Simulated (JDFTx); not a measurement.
Part of a log of JDFTx (a modified build) for boroxine, B3H3O3 (SMILES B1OBOBO1), charge 0, multiplicity 1 (PBE, GBRV ultrasoft potentials, plane waves to 20/100 Ha):

```
unit cell volume = 7374.24
Chosen fftbox size, S = [  100  108  70  ]
unit cell volume = 7374.24
Chosen fftbox size, S = [  96  96  60  ]
  'B' pseudopotential, 'SLA  PW   PBX  PBC' functional
  3 valence electrons, 2 orbitals, 4 projectors, 781 radial grid points, with lMax = 1
  'O' pseudopotential, 'SLA  PW   PBE  PBE' functional
  6 valence electrons, 2 orbitals, 5 projectors, 737 radial grid points, with lMax = 2
  'H' pseudopotential, 'SLA  PW   PBX  PBC' functional
  1 valence electrons, 1 orbitals, 2 projectors, 615 radial grid points, with lMax = 0
Initialized 3 species with 9 total atoms.
Folded 1 k-points by 1x1x1 to 1 k-points.
nElectrons:  30.000000   nBands: 15   nStates: 1
average nbasis = 31529.000 , ideal nbasis = 31503.326
Correction to mu due to finite nuclear width = -0.00403649
   Cavity determined by rhoMin: 0.0001  rhoMax: 0.005
   Effective cavity tension: 7.38651e-06 Eh/bohr^2 and pressure: 0 Eh/bohr^3 to account for cavitation and dispersion.
[...]
	Linear fluid (dielectric constant: 78.4) occupying 0.874976 of unit cell:	Completed after 24 iterations
[... later lines of the fluid solver are left out ...]
ElecMinimize: Iter:   0  Etot: -58.768923372618048  |grad|_K:  4.784e-05  alpha:  1.000e+00
ElecMinimize: Iter:   1  Etot: -58.769908906949453  |grad|_K:  2.640e-05  alpha:  9.108e-01  linmin: -1.839e-03
[... lines cut ...]
ElecMinimize: Iter:   7  Etot: -58.770303868219656  |grad|_K:  6.294e-07  alpha:  8.621e-01  linmin: -4.989e-03
ElecMinimize: Iter:   8  Etot: -58.770304046065995  |grad|_K:  3.025e-07  alpha:  9.450e-01  linmin: -1.049e-05
ElecMinimize: Iter:   9  Etot: -58.770304072206144  |grad|_K:  1.916e-07  alpha:  7.049e-01  linmin: -1.839e-01
ElecMinimize: Iter:  10  Etot: -58.770304086456107  |grad|_K:  1.313e-07  alpha:  8.089e-01  linmin:  3.792e-02
ElecMinimize: Converged (|Delta Etot|<1.000000e-07 for 2 iters).

# Energy components:
   A_diel =       -0.0071792615021592
   Eewald =       40.3339670136241892
       EH =       88.3752749257014898
     Eloc =     -209.4285016795680860
      Enl =        7.7694380699852807
      Exc =      -16.5635026175359066
 Exc_core =        1.2220114027750113
       KE =       29.5281880600640783
-------------------------------------
     Etot =      -58.7703040864561075
```

Q: Which solvation model was used?
(A) linear PCM without cavity terms (LA12)
(B) soft-sphere model
(C) SCCS (g03 parameters)
(D) linear PCM (GLSSA13)

A: C, SCCS (g03 parameters). The liquid was water (dielectric constant 78.4), no salt.
